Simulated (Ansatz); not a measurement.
Relaxed-ion elastic tensor of BaZrO3 (cubic perovskite, space group No. 221) in GPa (Voigt order), DFT-PBE in the program Ansatz with PAW potentials; density 6.08 g/cm³, 15.11 Å³ per atom.

```
 291  79.0  79.0   0.0   0.0   0.0
79.0   291  79.0   0.0   0.0   0.0
79.0  79.0   291   0.0   0.0   0.0
 0.0   0.0   0.0  83.5   0.0   0.0
 0.0   0.0   0.0   0.0  83.5   0.0
 0.0   0.0   0.0   0.0   0.0  83.5
```

Task: Is the crystal mechanically stable?

Result: Yes: the smallest eigenvalue of C is 83.5 GPa.

Task: Work out the Voigt, Reuss and Hill averages.

Result: K_V = 150, K_R = 150, K_H = 150; G_V = 92.5, G_R = 91.2, G_H = 91.9 GPa.

Task: Give Young's modulus, Poisson's ratio, Pugh's ratio and the universal anisotropy index.

Result: E = 9KG/(3K + G) = 229 GPa; ν = 0.25; K/G = 1.63 (brittle by the Pugh limit of 1.75); A_U = 5G_V/G_R + K_V/K_R − 6 = 0.07.

Task: Estimate the sound speeds and the Debye temperature.

Result: v_l = √((K + 4G/3)/ρ) = 6690 m/s, v_t = √(G/ρ) = 3890 m/s, mean 4310 m/s; Θ = (h/k)(3n/4πV)^(1/3) v_m = 519 K.

Task: Give the Zener ratio and Young's modulus along [100], [110] and [111].

Result: A = 2C44/(C11 − C12) = 0.79; 1/E = S11 − 2(S11 − S12 − S44/2)Γ with Γ = 0, 1/4, 1/3 gives 257, 221, 211 GPa.

Task: Solve the Christoffel equation for the three sound speeds along [100], [110], [111].

Result: Eigenvalues of C_ijkl n_j n_l equal ρv². In km/s, slowest first: [100] 3.71, 3.71, 6.92; [110] 3.71, 4.18, 6.64; [111] 4.03, 4.03, 6.55.

Space group Pm-3m (cubic perovskite). The PBE relaxation kept the symmetry of its start. At this level the phase is dynamically unstable (imaginary phonons). No spin polarisation was allowed. Spin–orbit coupling is left out wherever it is not named.

Potentials: the later of the program's two PAW sets.
